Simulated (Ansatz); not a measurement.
KC₈:
```xyz
9
Lattice="4.9517 0.0000 0.0000 -2.4758 4.2883 0.0000 0.0000 0.0000 5.2792" Properties=species:S:1:pos:R:3 pbc="T T T"
C      0.0000     1.4306     0.0000
C     -1.2369     3.5730     0.0000
C      2.4758     1.4294     0.0000
C      1.2369     3.5730     0.0000
C      1.2390     0.7153     0.0000
C      0.0000     2.8588     0.0000
C      3.7127     0.7153     0.0000
C      2.4758     2.8576     0.0000
K      0.0000     0.0000     2.6396
```

Relaxed with r²SCAN+D4. Special points in fractions of this cell's reciprocal vectors: Γ (0.000, 0.000, 0.000); M (0.500, 0.000, 0.000); K (0.333, 0.333, 0.000); A (0.000, 0.000, 0.500); L (0.500, 0.000, 0.500); H (0.333, 0.333, 0.500).

### Question
List the band energies nearest the Fermi level at these points for r²SCAN+D4 (plane waves, PAW; program Ansatz).

### Answer
In eV from the Fermi level; about four levels below and three above (degenerate sets whole), none deeper than 8.9 eV; points with the same levels are listed once.

```json
[
 {"k": "Γ", "below": "-4.32 -4.32 -3.89 -0.25", "above": "0.16 0.16 0.43"},
 {"k": "M", "below": "-6.57 -6.55 -4.70 -4.32", "above": "1.27 1.38 1.79"},
 {"k": "K", "below": "-7.21 -7.21 -6.91 -1.67 -1.67", "above": "2.12 2.12 3.74"},
 {"k": "A", "below": "-3.97 -0.33 -0.21 -0.21", "above": "1.62 4.84 5.54 5.54"},
 {"k": "L", "below": "-6.57 -6.55 -4.53 -4.51", "above": "1.18 1.43 3.00"},
 {"k": "H", "below": "-7.19 -7.19 -1.63 -1.63", "above": "3.57 3.57 4.47"}
]
```

Space group P6/mmm. The cell is a constructed one: a structure type filled with these elements; neither database checked (COD, Materials Project) lists it. Whether it is the stable phase at ambient conditions was not checked. Symmetry was held in the r²SCAN+D4 relaxation; whether a distortion lowers the energy is not shown.

Potentials: the later of the program's two PAW sets.
